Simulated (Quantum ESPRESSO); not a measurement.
pw.x input (Quantum ESPRESSO 7.5; PBEsol, PseudoDojo standard norm-conserving files, scalar-relativistic):

```
&CONTROL
  calculation = 'scf'
  pseudo_dir = './pseudo'
  outdir = './out'
  tprnfor = .true.
  tstress = .true.
/
&SYSTEM
  ibrav = 0
  nat = 2
  ntyp = 2
  ecutwfc = 74.0
  ecutrho = 296.0
  occupations = 'smearing'
  smearing = 'fd'
  degauss = 0.002
  nbnd = 12
/
&ELECTRONS
  conv_thr = 2e-10
/
ATOMIC_SPECIES
K 39.0983 K.upf
I 126.9045 I.upf
CELL_PARAMETERS angstrom
  0.000000000000   3.502038072000   3.502038072000
  3.502038072000   0.000000000000   3.502038072000
  3.502038072000   3.502038072000   0.000000000000
ATOMIC_POSITIONS crystal
K   0.000000000000   0.000000000000   0.000000000000
I   0.500000000000   0.500000000000   0.500000000000
K_POINTS automatic
6 6 6 0 0 0
```

End of the output:

```
     total energy              =     -86.11382240 Ry
     estimated scf accuracy    <       0.00000012 Ry
     total energy              =     -86.11382256 Ry
     estimated scf accuracy    <       0.00000009 Ry
     total energy              =     -86.11382258 Ry
     estimated scf accuracy    <          2.9E-10 Ry
[...]
     the Fermi energy is     3.4631 ev
!    total energy              =     -86.11382258 Ry
     estimated scf accuracy    <          7.4E-11 Ry
     smearing contrib. (-TS)   =       0.00000000 Ry
     internal energy E=F+TS    =     -86.11382258 Ry
     The total energy is F=E-TS. E is the sum of the following terms:
     one-electron contribution =     -28.90489256 Ry
     hartree contribution      =      18.82408963 Ry
     xc contribution           =     -20.62728617 Ry
     ewald contribution        =     -55.40573348 Ry
     convergence has been achieved in   8 iterations
     Forces acting on atoms (cartesian axes, Ry/au):
     atom    1 type  1   force =    -0.00000000   -0.00000000    0.00000000
     atom    2 type  2   force =     0.00000000    0.00000000   -0.00000000
     Total force =     0.000000     Total SCF correction =     0.000000
     Computing stress (Cartesian axis) and pressure
          total   stress  (Ry/bohr**3)                   (kbar)     P=        0.03
   0.00000022  -0.00000000  -0.00000000            0.03       -0.00       -0.00
  -0.00000000   0.00000022  -0.00000000           -0.00        0.03       -0.00
  -0.00000000  -0.00000000   0.00000022           -0.00       -0.00        0.03
```
In a gapped system the printed Fermi energy is only some level inside the gap.

Spin-orbit coupling is not included.

Geometry relaxed with PBEsol.
